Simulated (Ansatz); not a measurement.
An Ansatz (a program for electronic structure) run. Input:

Ansatz 0.2 input:
```yaml
crystal:
  lattice:
    - [2.8161872303, 1.6259264555, 4.0253549196]
    - [-2.8161872303, 1.6259264555, 4.0253549196]
    - [0.0, -3.251852911, 4.0253549196]
  atoms:
    - { symbol: B, position: [0.3084623239, 0.8064307152, 0.8064307152] }
    - { symbol: B, position: [0.6915376761, 0.1935692848, 0.1935692848] }
    - { symbol: B, position: [0.8064307152, 0.3084623239, 0.8064307152] }
    - { symbol: B, position: [0.1935692848, 0.6915376761, 0.1935692848] }
    - { symbol: B, position: [0.8064307152, 0.8064307152, 0.3084623239] }
    - { symbol: B, position: [0.1935692848, 0.1935692848, 0.6915376761] }
    - { symbol: B, position: [0.6702405475, 0.9940731115, 0.9940731115] }
    - { symbol: B, position: [0.3297594525, 0.0059268885, 0.0059268885] }
    - { symbol: B, position: [0.9940731115, 0.6702405475, 0.9940731115] }
    - { symbol: B, position: [0.0059268885, 0.3297594525, 0.0059268885] }
    - { symbol: B, position: [0.9940731115, 0.9940731115, 0.6702405475] }
    - { symbol: B, position: [0.0059268885, 0.0059268885, 0.3297594525] }
    - { symbol: C, position: [0.6097596408, 0.6097596408, 0.6097596408] }
    - { symbol: C, position: [0.3902403592, 0.3902403592, 0.3902403592] }
    - { symbol: C, position: [0.5, 0.5, 0.5] }
kpoints:
  mp_grid: { grid: [5, 5, 5] }
hamiltonian:
  xc: r2scan
  pseudopotentials: { kind: paw }
scf:
  occupations: { method: fixed }
output:
  optics: { e_range: [0.0, 15.0], de: 0.05, sigma: 0.1, bands: { spectra_wanted_up_to: 12 eV } }
```

Output (shortened):

```
output.optics: the spectra are integrated over the Brillouin zone by k·p interpolation around the k-points, where levels, occupations, output.optics.sigma and …
Pseudopotential: B, paw, valence charge 3
Pseudopotential: C, paw, valence charge 4
Functional definition: r2SCAN
Crystal: 15 atoms, lattice volume = 110.591 Å³
Basis set: ecut = 500 eV, 2805 PW (Γ), exchange–correlation on 160×160×160 points (64 copies of the dense FFT grid, shifted against one another)
Bands: 39, of which v1, the nominal top of the filled ones, is band 24 counted from 1 (23 counted from 0)
Symmetry: 12 space group operations
Space group: R-3m (ITA 166), of the structure as read, at distance tolerance 4.8e-5 Å
k-points: 19 of 125
SCF iter   1: F=—  HF=-2634.242737 eV  |F-HF|=—  |Δ(HF+E_count)|=         —  Δρ=1.89e-2  dr2=7.99e-1  dr2_τ=2.23e0  ethr=1.77e-3  ⟨swp⟩=5.0  Hψ=2961  notcnv=0  defer=247
preconditioner: auto → Resta (q_TF=auto, 2.374 Å⁻¹)
SCF iter   2: F=—  HF=-2634.395481 eV  |F-HF|=—  |Δ(HF+E_count)|=   1.53e-1  Δρ=7.28e-3  dr2=7.69e-2  dr2_τ=1.23e-2  ethr=1.66e-3  ⟨swp⟩=2.6  Hψ=1306  notcnv=0  defer=247
SCF iter   3: F=—  HF=-2634.381189 eV  |F-HF|=—  |Δ(HF+E_count)|=   1.43e-2  Δρ=3.13e-3  dr2=7.43e-3  dr2_τ=5.10e-4  ethr=1.60e-4  ⟨swp⟩=2.1  Hψ=893  notcnv=0  defer=247
SCF iter   4: F=—  HF=-2634.381424 eV  |F-HF|=—  |Δ(HF+E_count)|=   2.35e-4  Δρ=7.70e-4  dr2=4.12e-4  dr2_τ=7.05e-5  ethr=1.55e-5  ⟨swp⟩=2.1  Hψ=1046  notcnv=0  defer=247
SCF iter   5: F=—  HF=-2634.381519 eV  |F-HF|=—  |Δ(HF+E_count)|=   9.52e-5  Δρ=1.19e-4  dr2=1.10e-5  dr2_τ=1.54e-6  ethr=8.59e-7  ⟨swp⟩=2.0  Hψ=1027  notcnv=0  defer=247
SCF iter   6: F=—  HF=-2634.381527 eV  |F-HF|=—  |Δ(HF+E_count)|=   7.93e-6  Δρ=2.62e-5  dr2=4.46e-7  dr2_τ=6.31e-8  ethr=2.29e-8  ⟨swp⟩=2.0  Hψ=967  notcnv=0  defer=185
SCF iter   7: F=—  HF=-2634.381526 eV  |F-HF|=—  |Δ(HF+E_count)|=   6.87e-7  Δρ=4.55e-6  dr2=1.57e-8  dr2_τ=1.04e-9  ethr=9.29e-10  ⟨swp⟩=2.0  Hψ=1195  notcnv=0  defer=181
SCF iter   8: F=—  HF=-2634.381526 eV  |F-HF|=—  |Δ(HF+E_count)|=   1.30e-8  Δρ=5.93e-7  dr2=4.32e-10  dr2_τ=5.00e-11  ethr=3.27e-11  ⟨swp⟩=2.0  Hψ=1014  notcnv=0  defer=181
SCF iter  10: F=-2634.381526 eV  HF=-2634.381526 eV  |F-HF|=4.55e-13  |Δ(HF+E_count)|=  5.46e-12  Δρ=1.85e-8  dr2=3.88e-13  dr2_τ=3.43e-14  ethr=1.00e-12  ⟨swp⟩=11.5  Hψ=3453  notcnv=0
SCF 1 converged in 10 iterations: F = -2634.381526 eV  dr2 = 3.88e-13
NSCF: frozen V_eff on 19 k-points
Optics k sum: 0 of 19 k-points
Optics k sum: 1 of 19 k-points
Optics k sum: 2 of 19 k-points
Optics k sum: 3 of 19 k-points
Optics k sum: 4 of 19 k-points
Optics k sum: 5 of 19 k-points
Optics k sum: 6 of 19 k-points
Optics k sum: 7 of 19 k-points
Optics k sum: 8 of 19 k-points
Optics k sum: 9 of 19 k-points
Optics k sum: 10 of 19 k-points
Optics k sum: 11 of 19 k-points
Optics k sum: 12 of 19 k-points
Optics k sum: 13 of 19 k-points
Optics k sum: 14 of 19 k-points
Optics k sum: 15 of 19 k-points
Optics k sum: 16 of 19 k-points
Optics k sum: 17 of 19 k-points
Optics k sum: 18 of 19 k-points
Optics k sum: 19 of 19 k-points
Optics k sum: 0 of 19 k-points
Optics k sum: 1 of 19 k-points
Optics k sum: 2 of 19 k-points
Optics k sum: 3 of 19 k-points
Optics k sum: 4 of 19 k-points
Optics k sum: 5 of 19 k-points
Optics k sum: 6 of 19 k-points
Optics k sum: 7 of 19 k-points
Optics k sum: 8 of 19 k-points
Optics k sum: 9 of 19 k-points
Optics k sum: 10 of 19 k-points
Optics k sum: 11 of 19 k-points
Optics k sum: 12 of 19 k-points
Optics k sum: 13 of 19 k-points
Optics k sum: 14 of 19 k-points
Optics k sum: 15 of 19 k-points
Optics k sum: 16 of 19 k-points
Optics k sum: 17 of 19 k-points
Optics k sum: 18 of 19 k-points
Optics k sum: 19 of 19 k-points
NSCF: frozen V_eff on 1 k-points
NSCF: frozen V_eff on 1 k-points
NSCF: frozen V_eff on 1 k-points
NSCF: frozen V_eff on 1 k-points
NSCF: frozen V_eff on 1 k-points
NSCF: frozen V_eff on 1 k-points
output.optics: what the bands over the 58 summed would add to eps1, eps2 and the energy-loss function is held between a lower and an upper bound (7 Lanczos …
SCF converged after 10 iterations
Free energy (F): -2634.381526 eV
Harris-Foulkes:  -2634.381526 eV  (|F-HF|=4.55e-13)
Internal energy: -2634.381526 eV  (E = F + TS)
E sigma→0 (E₀):  -2634.381526 eV
Fermi energy:    7.909035 eV
--- Per-component energies (eV) ---
  E_band       = 62.172206
  E_kinetic    = 866.256983
  E_local      = -702.893724  (includes V_loc(G=0)·N_el)
  E_nonlocal   = 214.667562
  E_hartree    = 198.973616
  E_xc         = -521.448208
  E_vxc        = -694.929029  (∫ρ·V_xc dr)
  E_paw        = -1262.805423  (= ΣΔE_a)
  E_vpaw       = -53.111759  (= ΣTr[D̂ρ^β])
  E_aug_tail   = -0.000004  (compensation charges beyond the density's cutoff)
  E_vtau       = 34.234944  (kinetic-family band-sum trace: ∫τ·v_τ [+ j·A + Jᵃ·Aᵃ] dr)
  E_ewald      = -1426.836703
  E_core_change = -0.295626  (= ΣΔE_core)
  E_smearing   =  0.000000  (= −TS)
  E_closure    =  0.000000  (closes the sum)
  Σ components = -2634.381526   (vs F -2634.381526, Δ=0.00e0)
  [band-id]    e_kinetic+e_local+e_nonlocal+2·e_hartree+e_vxc+e_vpaw+e_augmentation_tail+e_vtau = 62.172204   (vs E_band 62.172206, Δ=-2.60e-6)
--- Band table (eV; the first three rows and the last of 19) ---
  k-point 0: bands = ["-10.1419", "-6.8504", "-6.7256", "-2.9201", "-2.9201", "-1.8882", "-0.8008", "-0.2190", "-0.2190", "0.8738", "0.8738", "1.1064", "1.1064", "1.3978", "1.7516", "4.9306", "5.3154", "5.3154", "6.0522", "6.1343", "6.9245", "6.9245", …
  k-point 1: bands = ["-10.0552", "-7.1062", "-6.6369", "-3.1746", "-2.9453", "-2.1685", "-0.6720", "-0.1441", "-0.0425", "0.2035", "0.7467", "1.5994", "2.0672", "2.2071", "2.2933", "4.5400", "4.9320", "5.1016", "5.6223", "6.3179", "6.4226", "6.8390", …
  k-point 2: bands = ["-9.8930", "-7.4364", "-6.5967", "-3.5031", "-2.9674", "-2.4645", "-0.7162", "-0.7108", "0.3923", "0.9294", "1.2069", "1.7115", "2.8174", "2.9662", "3.5231", "4.3824", "4.3881", "5.0613", "5.1477", "5.3798", "5.7995", "6.3383", "6.8355", …
  k-point 18: bands = ["-9.6926", "-7.8865", "-6.0899", "-3.7101", "-3.2517", "-3.0492", "-1.0040", "-0.6889", "0.1914", "0.4627", "1.8734", "2.3709", "3.2416", "3.4880", "3.7604", "4.6102", "4.9623", "5.0626", "5.2380", "5.3201", "6.2282", "6.8983", …
```

Cost: very roughly 90 core-seconds on shared cores.

The first step of the workflow began from a Materials Project structure, measured or hypothetical; the Crystallography Open Database copy checked does not list it. Whether it is the stable phase at ambient conditions was not checked. The cell was relaxed with r²SCAN under the symmetry of its start; its stability against distortions is not shown here.

Potentials: the later of the program's two PAW sets.

Ansatz is a plane-wave DFT program.
